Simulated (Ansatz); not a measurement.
## Cs: energy along a strain

Cs, Im-3m, a = 6.045 Å (as given, not relaxed at this level: 0.0 GPa). Ansatz: PBEsol, PAW, 420 eV, Γ-centred 12×12×12 mesh on 1 atom, Gaussian smearing 0.15 eV; no spin polarisation. Cell vectors (Å): -3.022 3.022 3.022; 3.022 -3.022 3.022; 3.022 3.022 -3.022. The cell is strained by x per cent times the pattern (0 0 0 0 1 0) in the order xx yy zz yz xz xy (engineering shears), with fractional coordinates held. y is the free energy over the start, V0 = 110.448 Å³/atom. Symmetry makes y even in x.

```
x (%) y (meV/atom)
-6.00          1.76
-3.00          0.44
 0.00          0.00
 0.75          0.03
 1.50          0.11
 2.25          0.25
 3.75          0.68
 4.50             ?
 5.25          1.34
```

Q: Fit y = c2 x² + c4 x⁴ to the other rows, get the stiffness along the pattern, and predict the missing energy.

A: Least squares on the rows shown. y = 0.04841 x² + 1.185×10⁻⁵ x⁴. The clamped-ion stiffness p·C·p = 2 × 0.4841 eV × 160.2 / 110.448 Å³ = 1.4 GPa, which is C55 in these axes (C44 of the cubic crystal). At x = 4.50 the fit asked for gives 0.99 meV/atom. The run gave 0.98 meV/atom, so the fit is 0.01 meV/atom too high, a small miss on the scale of the series.